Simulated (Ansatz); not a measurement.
Crystals of one structure type (rock salt) and one family of elements, relaxed and computed with DFT-PBE in the program Ansatz with PAW potentials.

```json
[
 {"crystal": "ZrSi", "K_Hill (GPa)": "113", "G_Hill (GPa)": "43.6"},
 {"crystal": "ZrC", "K_Hill (GPa)": "223", "G_Hill (GPa)": "?"},
 {"crystal": "HfC", "K_Hill (GPa)": "234", "G_Hill (GPa)": "182"},
 {"crystal": "TiC", "K_Hill (GPa)": "251", "G_Hill (GPa)": "179"}
]
```

Fit a straight line to ln G against ln K and predict the withheld value.

Least squares on the 3 shown rows: ln G = 1.85 × ln K + (-4.965), with a scatter of 6 %. For ZrC this gives 154. The run itself gave 163, within the scatter.

Constructed cells (a structure type filled with these elements, in neither database checked): ZrSi, rock salt. All cells were relaxed under the symmetry of their starts (and spin orders); stability against distortions was not tested throughout. Rows with no word on spin ran without spin polarisation. Scalar-relativistic: spin–orbit coupling is off unless named, which matters more the heavier the elements.

Potentials: the later of the program's two PAW sets.
